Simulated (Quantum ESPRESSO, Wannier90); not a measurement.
Wannierisation of Ba(CuS)2 (I4/mmm)

```
begin unit_cell_cart
ang
    0.0000000000   -3.9019300000    0.0000000000
    3.9019300000    0.0000000000    0.0000000000
   -1.9509650000    1.9509650000    6.3250500000
end unit_cell_cart
begin atoms_frac
Ba   0.0000000000  0.0000000000  0.0000000000
Cu  -0.2500000000  0.2500000000  0.5000000000
Cu   0.2500000000 -0.2500000000  0.5000000000
S   -0.3589900000 -0.3589900000  0.2820200000
S    0.3589900000  0.3589900000 -0.2820200000
end atoms_frac
```

Structure: Materials Project mp-4255, symmetrised, not relaxed again. Not found in the COD (Crystallography Open Database) copy used, which has the formula in other groups; not checked further. Level: PBEsol, spinors with spin-orbit coupling; pw.x of Quantum ESPRESSO at 74 Ry with PseudoDojo potentials, 4×4×4 k-points, Wannier90. Density: 8×8×8 mesh, Gaussian smearing 0.01 Ry. A non-magnetic state is assumed, with no Hubbard U; filled 3d bands tend to lie too high at this level.

Bands 19-20 form an isolated set from -14.85 to -14.54 eV relative to the valence-band maximum (on the path) and are turned into 2 Wannier functions by minimising the spread from the start: SCDM (isolated).

Question: Where do the functions sit, how wide are they and what are they made of?

Answer: 
```
functions  spread (Å²)  nearest atom, distance (Å)  second atom, distance (Å)  weight on atomic waves
---------  -----------  --------------------------  -------------------------  ----------------------
2                 2.79                     Ba 0.00                     S 3.29   Ba 5p 83 %, S 3s 10 %
```

Ω_I = 5.41 Å², Ω_total = 5.57 Å²; the interpolated bands follow pw.x to 3.1 meV rms on the path. Only this start was tried; a symmetric start can stop on a saddle, and mixtures of these functions could lower the total by at most Ω_total − Ω_I.
